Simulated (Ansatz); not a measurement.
A distorted cell of Au (fcc, Cu type):

```yaml
crystal:
  lattice:
    - [4.12408, 0.00000, 0.00000]
    - [0.00000, 4.12408, 0.00000]
    - [0.00000, 0.00000, 4.12408]
  atoms:
    - { symbol: Au, position: [0.00000, 0.00000, 0.00000] }
    - { symbol: Au, position: [0.50000, 0.50000, 0.00000] }
    - { symbol: Au, position: [0.49006, 0.00000, 0.49006] }
    - { symbol: Au, position: [0.00000, 0.50000, 0.50000] }
```

All values below come from r2SCAN (plane waves to 500 eV, PAW, scalar-relativistic; Ansatz, a quantum-chemistry and plane-wave program). k mesh 9×9×9 (Γ-centred), Fermi-Dirac smearing 0.05 eV. Energies are smeared free energies. Stress and pressure are positive under compression. With partly filled bands, energies and forces of such displacements shift with the k mesh and the smearing. On this mesh the relaxed cell isn't quite at rest: it carries a pressure of -0.1 GPa (compression positive) at the zero of the scan. Au was relaxed with its symmetry unable to fall. Spin-orbit coupling is left out, though Au is heavy.

Problem. What forces act on the atoms (eV/Å, Cartesian)?

Solution. 
| atom | Fx | Fy | Fz |
|---|---|---|---|
| Au1 | -0.143 | 0.000 | -0.143 |
| Au2 | 0.049 | 0.000 | -0.140 |
| Au3 | 0.234 | 0.000 | 0.234 |
| Au4 | -0.140 | 0.000 | 0.049 |

Problem. In it atom 3 sits (-0.041, 0.000, -0.041) Å away from its relaxed site. What is its energy relative to the relaxed cell?

Solution. 10 meV/cell.

(For displaced atoms, the force is minus the slope of the energy, and its curvature is a force constant, which sets phonon frequencies.)
